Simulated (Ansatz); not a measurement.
# Polymorphs of TePb

11 relaxations of TePb ended in 3 distinct structures. All values below come from PBEsol (plane waves to 420 eV, PAW, scalar-relativistic; Ansatz, an electronic-structure program).

```csv
#,space group,Pearson,type,E − E(lowest) (eV/atom),V (Å³/atom),"gap (eV, no SOC)",coordination,runs ending here
1,Fm-3m,cF8,rock salt type,0.000,33.42,0.65,"Te 6 (octahedral), Pb 6 (octahedral)",9
2,P6₃/mmc,hP4,NiAs type,0.04,33.94,0.00,"Te 6 (trigonal prismatic), Pb 6 (octahedral)",1
3,F-43m,cF8,zinc blende type,0.282,46.77,0.45,"Te 4 (tetrahedral), Pb 4 (tetrahedral)",1
```

Coordination numbers (neighbours up to the widest gap in distance over summed covalent radii, below 1.35; n+m marks a second, longer set; metal–metal contacts left out). Fm-3m, cF8, rock salt type is the lowest among the structures calculated here.

```cif
data_Pb4Te4
_chemical_formula_sum 'Te4 Pb4'
_space_group_name_H-M_alt 'Fm-3m'
_space_group_IT_number 225
_space_group_name_Hall '-F 4 2 3'
_cell_length_a 6.44190
_cell_length_b 6.44190
_cell_length_c 6.44190
_cell_angle_alpha 90.000
_cell_angle_beta 90.000
_cell_angle_gamma 90.000
loop_
_atom_site_label
_atom_site_type_symbol
_atom_site_symmetry_multiplicity
_atom_site_Wyckoff_symbol
_atom_site_fract_x
_atom_site_fract_y
_atom_site_fract_z
_atom_site_occupancy
Te1 Te 4 a 0.00000 0.00000 0.00000 1
Pb1 Pb 4 b 0.50000 0.50000 0.50000 1
```
(The calculation used a cell of 2 atoms; values per cell refer to that cell.)

Each run could gain symmetry but not lose that of its start, so entries can be saddle points. From databases, or of a type measured for this composition: Fm-3m, cF8, rock salt type; P6₃/mmc, hP4, NiAs type; the others are generated cells (placed on structure types, drawn at random, substituted or restacked) that were not matched to a known phase here. Static energies at zero pressure. No spin polarisation in the result. Without spin-orbit coupling the bands of the heavy element are not split, so the gap can be far off.
